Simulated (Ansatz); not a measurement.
ZrS₂ (anatase, I4_1/amd), the program Ansatz at the PBE level (PAW), all energies at zero smearing, with the estimated change up to a 700 eV cutoff added, with one set of potentials and settings (totals compare only within such a set). Cell of 6 atoms (2 Zr, 4 S): -11984.695 eV.

```csv
element,reference phase,E (eV/atom)
Zr,"P6_3/mmc, 2 atoms in the cell",-4183.8362
S,"Fddd, 32 atoms in the cell",-902.0599
```

Formation energy per atom, worked out: (-11984.695 − 2×(-4183.8362) − 4×(-902.0599))/6 = -1.464 eV/atom (-141 kJ per mol of atoms), at 0 K, without zero-point energy or fitted corrections.

The cell is a constructed one: a structure type filled with these elements; neither database checked (COD, Materials Project) lists it. Whether it is the stable phase at ambient conditions was not checked. The cell was relaxed with PBE under the symmetry of its start; whether a distortion lowers the energy is not shown. No spin polarisation was allowed. The references are the lowest solids computed at this level, not always the standard phases.

Potentials: the later of the program's two PAW sets.
